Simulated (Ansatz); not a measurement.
RuC in space group R-3m (No. 166; Ru on 6c, C on 6c) at seven volumes, PBE (plane waves, PAW; program Ansatz), shape and atoms relaxed at each. One row is withheld.

```json
[
 {"V (Å³/atom)": "9.529", "P (GPa)": "?"},
 {"V (Å³/atom)": "9.843", "P (GPa)": "20.73"},
 {"V (Å³/atom)": "10.157", "P (GPa)": "9.43"},
 {"V (Å³/atom)": "10.471", "P (GPa)": "0.00"},
 {"V (Å³/atom)": "10.785", "P (GPa)": "-7.82"},
 {"V (Å³/atom)": "11.099", "P (GPa)": "-14.22"},
 {"V (Å³/atom)": "11.414", "P (GPa)": "-19.34"}
]
```

Problem. Fit the shown pressures and predict the withheld one.

Solution. Third-order Birch–Murnaghan: P = (3/2)B₀(x^(7/2) − x^(5/2))[1 + (3/4)(B′ − 4)(x − 1)] with x = (V₀/V)^(2/3). Least squares on the six rows gives V₀ = 10.470 Å³/atom, B₀ = 284.3 GPa, B′ = 5.45. At V = 9.529, x = 1.0648 and P = 34.61 GPa. The run itself gave 34.21 GPa.

The first step of the workflow began from a Materials Project structure, measured or hypothetical; the Crystallography Open Database copy checked does not list it. Its standing as an ambient phase is unchecked. Symmetry was held in the PBE relaxation; whether a distortion lowers the energy is not shown. No spin polarisation was allowed. Its formation energy is positive at this level, so the cell may be metastable or incomplete.

Potentials: the later of the program's two PAW sets.
